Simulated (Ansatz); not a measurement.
An Ansatz (an electronic-structure program) run. Input:

Ansatz 0.2 input:
```yaml
crystal:
  lattice:
    - [3.9112455695, 0.0, 0.0]
    - [0.0, 3.9112455695, 0.0]
    - [0.0, 0.0, 3.9112455695]
  atoms:
    - { symbol: Ti, position: [0.0, 0.0, 0.0] }
    - { symbol: Al, position: [0.5, 0.5, 0.0] }
    - { symbol: Al, position: [0.0, 0.5, 0.5] }
    - { symbol: Al, position: [0.5, 0.0, 0.5] }
kpoints:
  mp_grid: { grid: [22, 22, 22] }
hamiltonian:
  xc: lda
  pseudopotentials: { kind: paw }
scf:
  occupations: { method: fermi_dirac, width: 0.1 }
elastic: { mode: relaxed_ion, stencil: two_point, amplitude: 0.005, f_tol: 0.0005 }
```

Output (shortened):

```
Pseudopotential: Ti, paw, valence charge 12
Pseudopotential: Al, paw, valence charge 3
Functional definition: SPW92
Crystal: 4 atoms, lattice volume = 59.834 Å³
Basis set: ecut = 420 eV, 1189 PW (Γ)
Bands: 15, of which v1, the nominal top of the filled ones, is band 11 counted from 1 (10 counted from 0)
Symmetry: 48 space group operations
Space group: Pm-3m (ITA 221), of the structure as read, at distance tolerance 3.9e-5 Å
k-points: 364 of 10648
SCF iter   1: F=—  HF=-3990.551983 eV  |F-HF|=—  |Δ(HF+E_count)|=         —  Δρ=5.46e-3  dr2=3.31e-2  ethr=1.77e-3  ⟨swp⟩=5.4  Hψ=31364  notcnv=0
preconditioner: auto → Kerker (q_TF=auto, 2.291 Å⁻¹)
SCF iter   2: F=—  HF=-3990.547825 eV  |F-HF|=—  |Δ(HF+E_count)|=   4.16e-3  Δρ=3.15e-3  dr2=9.97e-3  ethr=1.57e-4  ⟨swp⟩=1.0  Hψ=8372  notcnv=0
SCF iter   3: F=—  HF=-3990.545848 eV  |F-HF|=—  |Δ(HF+E_count)|=   1.98e-3  Δρ=3.31e-4  dr2=8.08e-5  ethr=4.75e-5  ⟨swp⟩=2.3  Hψ=6899  notcnv=0
SCF iter   4: F=—  HF=-3990.545822 eV  |F-HF|=—  |Δ(HF+E_count)|=   2.60e-5  Δρ=8.08e-5  dr2=4.64e-6  ethr=3.85e-7  ⟨swp⟩=2.3  Hψ=7582  notcnv=0
SCF iter   5: F=—  HF=-3990.545822 eV  |F-HF|=—  |Δ(HF+E_count)|=   4.21e-7  Δρ=1.49e-5  dr2=1.14e-7  ethr=2.21e-8  ⟨swp⟩=2.4  Hψ=7521  notcnv=0
SCF iter   6: F=—  HF=-3990.545822 eV  |F-HF|=—  |Δ(HF+E_count)|=   1.43e-7  Δρ=1.78e-6  dr2=1.90e-9  ethr=5.43e-10  ⟨swp⟩=2.4  Hψ=8666  notcnv=0
SCF iter   7: F=—  HF=-3990.545822 eV  |F-HF|=—  |Δ(HF+E_count)|=  5.28e-10  Δρ=2.97e-7  dr2=5.04e-11  ethr=9.05e-12  ⟨swp⟩=2.3  Hψ=8148  notcnv=0
SCF iter   8: F=—  HF=-3990.545822 eV  |F-HF|=—  |Δ(HF+E_count)|=  9.09e-13  Δρ=3.25e-8  dr2=4.73e-13  ethr=2.40e-13 (applied; sched 1.00e-12)  ⟨swp⟩=2.0  Hψ=6467  notcnv=0
SCF iter   9: F=-3990.545822 eV  HF=-3990.545822 eV  |F-HF|=9.09e-13  |Δ(HF+E_count)|=    0.00e0  Δρ=5.08e-9  dr2=2.29e-14  ethr=1.00e-12  ⟨swp⟩=4.0  Hψ=16608  notcnv=0
SCF 1 converged in 9 iterations: F = -3990.545822 eV  dr2 = 2.29e-14
Crystal: 4 atoms, lattice volume = 59.534 Å³
Symmetry: 16 space group operations
k-points: 936 of 10648
iter 1 solved again at ethr=3.53e-7 eV; its pass at ethr=3.10e-3 eV (dr2=7.42e-5 eV) is discarded
SCF iter   1: F=—  HF=-3990.544745 eV  |F-HF|=—  |Δ(HF+E_count)|=         —  Δρ=3.46e-4  dr2=8.82e-5  ethr=3.53e-7  ⟨swp⟩=2.0  Hψ=87479  notcnv=0
preconditioner: auto → Kerker (q_TF=auto, 2.293 Å⁻¹)
SCF iter   2: F=—  HF=-3990.544723 eV  |F-HF|=—  |Δ(HF+E_count)|=   2.23e-5  Δρ=1.90e-4  dr2=3.22e-5  ethr=3.53e-7  ⟨swp⟩=1.0  Hψ=14040  notcnv=0
SCF iter   3: F=—  HF=-3990.544710 eV  |F-HF|=—  |Δ(HF+E_count)|=   1.25e-5  Δρ=2.71e-5  dr2=7.71e-7  ethr=1.53e-7  ⟨swp⟩=2.5  Hψ=19588  notcnv=0
SCF iter   4: F=—  HF=-3990.544709 eV  |F-HF|=—  |Δ(HF+E_count)|=   1.19e-6  Δρ=6.64e-6  dr2=2.71e-8  ethr=3.67e-9  ⟨swp⟩=2.0  Hψ=19054  notcnv=0
SCF iter   5: F=—  HF=-3990.544709 eV  |F-HF|=—  |Δ(HF+E_count)|=   5.53e-9  Δρ=1.28e-6  dr2=9.26e-10  ethr=1.29e-10  ⟨swp⟩=2.2  Hψ=18051  notcnv=0
SCF iter   6: F=—  HF=-3990.544709 eV  |F-HF|=—  |Δ(HF+E_count)|=  1.11e-10  Δρ=2.71e-7  dr2=4.07e-11  ethr=4.41e-12  ⟨swp⟩=2.8  Hψ=25369  notcnv=0
SCF iter   7: F=—  HF=-3990.544709 eV  |F-HF|=—  |Δ(HF+E_count)|=  5.91e-12  Δρ=6.57e-8  dr2=1.91e-12  ethr=1.94e-13 (applied; sched 1.00e-12)  ⟨swp⟩=2.9  Hψ=25264  notcnv=0
SCF iter   8: F=-3990.544709 eV  HF=-3990.544709 eV  |F-HF|=1.36e-12  |Δ(HF+E_count)|=  9.09e-13  Δρ=1.18e-8  dr2=9.94e-14  ethr=1.00e-12  ⟨swp⟩=2.1  Hψ=51997  notcnv=0
SCF 2 converged in 8 iterations: F = -3990.544709 eV  dr2 = 9.94e-14
Crystal: 4 atoms, lattice volume = 60.133 Å³
iter 1 solved again at ethr=8.04e-10 eV; its pass at ethr=3.10e-3 eV (dr2=1.69e-7 eV) is discarded
SCF iter   1: F=—  HF=-3990.544984 eV  |F-HF|=—  |Δ(HF+E_count)|=         —  Δρ=7.23e-5  dr2=1.80e-7  ethr=8.04e-10  ⟨swp⟩=2.3  Hψ=84460  notcnv=0
preconditioner: auto → Kerker (q_TF=auto, 2.290 Å⁻¹)
SCF iter   2: F=—  HF=-3990.544985 eV  |F-HF|=—  |Δ(HF+E_count)|=   1.35e-6  Δρ=3.67e-5  dr2=4.90e-8  ethr=8.04e-10  ⟨swp⟩=1.0  Hψ=14050  notcnv=0
SCF iter   3: F=—  HF=-3990.544986 eV  |F-HF|=—  |Δ(HF+E_count)|=   4.61e-7  Δρ=1.24e-6  dr2=1.29e-9  ethr=2.33e-10  ⟨swp⟩=1.7  Hψ=16945  notcnv=0
SCF iter   4: F=—  HF=-3990.544986 eV  |F-HF|=—  |Δ(HF+E_count)|=  4.62e-10  Δρ=5.80e-7  dr2=7.93e-11  ethr=6.14e-12  ⟨swp⟩=2.2  Hψ=19145  notcnv=0
SCF iter   5: F=—  HF=-3990.544986 eV  |F-HF|=—  |Δ(HF+E_count)|=  6.73e-11  Δρ=3.87e-8  dr2=6.09e-13  ethr=3.78e-13 (applied; sched 1.00e-12)  ⟨swp⟩=2.1  Hψ=20030  notcnv=0
SCF iter   6: F=-3990.544986 eV  HF=-3990.544986 eV  |F-HF|=0.00e0  |Δ(HF+E_count)|=  9.09e-13  Δρ=8.70e-9  dr2=3.45e-14  ethr=1.00e-12  ⟨swp⟩=3.7  Hψ=40901  notcnv=0
SCF 3 converged in 6 iterations: F = -3990.544986 eV  dr2 = 3.45e-14
Crystal: 4 atoms, lattice volume = 59.833 Å³
Symmetry: 8 space group operations
k-points: 1596 of 10648
iter 1 solved again at ethr=5.72e-7 eV; its pass at ethr=3.10e-3 eV (dr2=1.20e-4 eV) is discarded
SCF iter   1: F=—  HF=-3990.545466 eV  |F-HF|=—  |Δ(HF+E_count)|=         —  Δρ=4.76e-4  dr2=1.45e-4  ethr=5.72e-7  ⟨swp⟩=2.1  Hψ=145547  notcnv=0
preconditioner: auto → Kerker (q_TF=auto, 2.291 Å⁻¹)
SCF iter   2: F=—  HF=-3990.545433 eV  |F-HF|=—  |Δ(HF+E_count)|=   3.35e-5  Δρ=2.58e-4  dr2=4.46e-5  ethr=5.72e-7  ⟨swp⟩=1.0  Hψ=23940  notcnv=0
SCF iter   3: F=—  HF=-3990.545418 eV  |F-HF|=—  |Δ(HF+E_count)|=   1.48e-5  Δρ=3.28e-5  dr2=7.14e-7  ethr=2.12e-7  ⟨swp⟩=1.8  Hψ=31970  notcnv=0
SCF iter   4: F=—  HF=-3990.545417 eV  |F-HF|=—  |Δ(HF+E_count)|=   1.25e-6  Δρ=5.45e-6  dr2=7.35e-9  ethr=3.40e-9  ⟨swp⟩=1.9  Hψ=32251  notcnv=0
SCF iter   5: F=—  HF=-3990.545417 eV  |F-HF|=—  |Δ(HF+E_count)|=  6.36e-10  Δρ=4.00e-7  dr2=4.14e-11  ethr=3.50e-11  ⟨swp⟩=1.3  Hψ=25759  notcnv=0
SCF iter   6: F=—  HF=-3990.545417 eV  |F-HF|=—  |Δ(HF+E_count)|=  1.27e-11  Δρ=4.91e-8  dr2=1.11e-12  ethr=1.97e-13 (applied; sched 1.00e-12)  ⟨swp⟩=2.5  Hψ=38603  notcnv=0
SCF iter   7: F=-3990.545417 eV  HF=-3990.545417 eV  |F-HF|=4.55e-13  |Δ(HF+E_count)|=  4.55e-13  Δρ=1.29e-8  dr2=7.82e-14  ethr=1.00e-12  ⟨swp⟩=4.0  Hψ=74038  notcnv=0
SCF 4 converged in 7 iterations: F = -3990.545417 eV  dr2 = 7.82e-14
Crystal: 4 atoms, lattice volume = 59.833 Å³
iter 1 solved again at ethr=3.91e-10 eV; its pass at ethr=3.10e-3 eV (dr2=8.21e-8 eV) is discarded
SCF iter   1: F=—  HF=-3990.545416 eV  |F-HF|=—  |Δ(HF+E_count)|=         —  Δρ=3.66e-5  dr2=8.57e-8  ethr=3.91e-10  ⟨swp⟩=2.2  Hψ=140022  notcnv=0
preconditioner: auto → Kerker (q_TF=auto, 2.291 Å⁻¹)
SCF iter   2: F=—  HF=-3990.545417 eV  |F-HF|=—  |Δ(HF+E_count)|=   3.28e-7  Δρ=1.84e-5  dr2=1.83e-8  ethr=3.91e-10  ⟨swp⟩=1.1  Hψ=24106  notcnv=0
SCF iter   3: F=—  HF=-3990.545417 eV  |F-HF|=—  |Δ(HF+E_count)|=   1.13e-7  Δρ=1.16e-6  dr2=3.23e-10  ethr=8.72e-11  ⟨swp⟩=1.6  Hψ=25515  notcnv=0
SCF iter   4: F=—  HF=-3990.545417 eV  |F-HF|=—  |Δ(HF+E_count)|=  2.07e-10  Δρ=2.79e-7  dr2=1.46e-11  ethr=1.54e-12  ⟨swp⟩=1.9  Hψ=28985  notcnv=0
SCF iter   5: F=—  HF=-3990.545417 eV  |F-HF|=—  |Δ(HF+E_count)|=  1.64e-11  Δρ=2.89e-8  dr2=2.68e-13  ethr=6.96e-14 (applied; sched 1.00e-12)  ⟨swp⟩=2.7  Hψ=38168  notcnv=0
SCF iter   6: F=-3990.545417 eV  HF=-3990.545417 eV  |F-HF|=2.27e-12  |Δ(HF+E_count)|=  1.82e-12  Δρ=5.08e-9  dr2=1.32e-14  ethr=1.00e-12  ⟨swp⟩=3.2  Hψ=65877  notcnv=0
SCF 5 converged in 6 iterations: F = -3990.545417 eV  dr2 = 1.32e-14
SCF converged after 9 iterations
Free energy (F): -3990.545822 eV
Harris-Foulkes:  -3990.545822 eV  (|F-HF|=9.09e-13)
Internal energy: -3990.474775 eV  (E = F + TS)
E sigma→0 (E₀):  -3990.510299 eV
Entropy (-TS):   -0.071047 eV (-17.762 meV/atom)
Fermi energy:    10.646310 eV
--- Per-component energies (eV) ---
  E_band       = -139.979371
  E_kinetic    = 348.316646
  E_local      = -1174.616445  (includes V_loc(G=0)·N_el)
  E_nonlocal   = 46.892661
  E_hartree    = 519.259231
  E_xc         = -217.528959
  E_vxc        = -213.185581  (∫ρ·V_xc dr)
  E_paw        = -2330.652854  (= ΣΔE_a)
  E_vpaw       = -185.905208  (= ΣTr[D̂ρ^β])
  E_aug_tail   = 0.000097  (compensation charges beyond the density's cutoff)
  E_ewald      = -1182.638254
  E_core_change = 0.493100  (= ΣΔE_core)
  E_smearing   = -0.071047  (= −TS)
  E_closure    =  0.000000  (closes the sum)
  Σ components = -3990.545822   (vs F -3990.545822, Δ=0.00e0)
  [band-id]    e_kinetic+e_local+e_nonlocal+2·e_hartree+e_vxc+e_vpaw+e_augmentation_tail = -139.979367   (vs E_band -139.979371, Δ=4.51e-6)
--- Forces (eV/Å), atoms counted from 1 ---
  atom   1  Ti     0.00000000     0.00000000     0.00000000
  atom   2  Al     0.00000000     0.00000000     0.00000000
  atom   3  Al     0.00000000     0.00000000     0.00000000
  atom   4  Al     0.00000000     0.00000000     0.00000000
  max |Σ_I F_I| component: 0.0 eV/Å
--- Stress (GPa, compression-positive) ---
        0.068237       0.000000       0.000000
        0.000000       0.068237       0.000000
        0.000000       0.000000       0.068237
  P = ⅓ Tr σ = 0.0682 GPa (0.682 kbar)
--- Band table (eV; the first three rows and the last of 364) ---
  k-point 0: bands = ["-45.6319", "-22.2571", "-22.2571", "-22.2571", "-0.3330", "7.4655", "7.4655", "8.4900", "8.4900", "8.4900", "10.7911", "10.7911", "10.7911", "11.3837", "14.9127"]
  k-point 1: bands = ["-45.6318", "-22.2576", "-22.2571", "-22.2571", "-0.3124", "7.2761", "7.4792", "8.4874", "8.4874", "8.6002", "10.7960", "10.7971", "10.7971", "11.4837", "14.8345"]
  k-point 2: bands = ["-45.6318", "-22.2591", "-22.2570", "-22.2570", "-0.2505", "6.8511", "7.5198", "8.4796", "8.4796", "8.8130", "10.8105", "10.8160", "10.8160", "11.7502", "14.6202"]
  k-point 363: bands = ["-45.6289", "-22.2755", "-22.2755", "-22.2755", "5.4065", "5.4065", "5.4065", "5.5832", "7.1490", "7.1490", "7.1490", "10.9116", "11.8611", "11.8611", "13.5631"]
--- Elastic constants: 2 strain directions × 2 members + reference (group order 48) ---
  dense FFT box of the reference and of every strained cell: 27×27×27
  strains applied: 11, 23; error gains: componentwise 1.00 (the most a stress slope's error grows in a printed constant), spectral 1.73 (1 for all six strains …
  C = ∂σ_k/∂η_j (tension-positive GPa; Voigt order 11 22 33 23 13 12):
       208.936     71.512     71.512      0.000      0.000      0.000
        71.512    208.936     71.512      0.000      0.000      0.000
        71.512     71.512    208.936      0.000      0.000      0.000
         0.000      0.000      0.000     87.141      0.000      0.000
         0.000      0.000      0.000      0.000     87.141      0.000
         0.000      0.000      0.000      0.000      0.000     87.141
  reference stress σ⁰ (GPa):     -0.068     -0.068     -0.068      0.000      0.000      0.000
  C* (energy form; C + prestress term) asymmetry max|C*_kj − C*_jk| = 4.263e-14 GPa — a small one proves nothing (zero by symmetry where the batch's group is …
  moduli (Voigt/Reuss/Hill, GPa): K = 117.32/117.32/117.32   G = 79.77/78.70/79.23   E = 194.02   ν = 0.224
  mechanically stable: yes (min eigenvalue of sym C = 87.14 GPa)
  where every solve meets its electron count the energy-path curvature estimates C_jj along a normal strain and C_jj − ¼(σ⁰_aa + σ⁰_bb) along a shear (ab), of …
  strain η (Voigt 11):  stress-route row diagonal C_11 = 208.94 GPa, energy-path curvature d²(F+E_count+ΔE)/dδ²/Ω₀ = 208.93 GPa
         δ    σ_11 (GPa)             F (eV)   n_scf  n_hpsi   n_pw
    -5.000e-3      -1.1291       -3990.5447088       8  278064   1193   relax 0 steps, max|allowed force component| 0.0 eV/Å
     5.000e-3       0.9603       -3990.5449858       6  212819   1205   relax 0 steps, max|allowed force component| 0.0 eV/Å
  strain η (Voigt 23):  stress-route row diagonal C_44 = 87.14 GPa, energy-path curvature d²(F+E_count+ΔE)/dδ²/Ω₀ = 87.18 GPa
         δ    σ_23 (GPa)             F (eV)   n_scf  n_hpsi   n_pw
    -5.000e-3      -0.4357       -3990.5454168       7  401470   1197   relax 0 steps, max|allowed force component| 0.0 eV/Å
     5.000e-3       0.4357       -3990.5454168       6  352109   1197   relax 0 steps, max|allowed force component| 0.0 eV/Å
```

Cost: around 3 core-minutes (rough) on shared cores.

The workflow started from a Materials Project entry (that database holds measured and hypothetical structures alike); the Crystallography Open Database copy checked does not list it. Its standing as an ambient phase is unchecked. The cell was relaxed with LDA under the symmetry of its start; whether a distortion lowers the energy is not shown. No spin polarisation was allowed. As this level gives no gap, shear constants depend on the k-mesh and smearing (Fermi–Dirac, 0.1 eV here).

Potentials: the later of the program's two PAW sets.

Ansatz is a plane-wave DFT program.
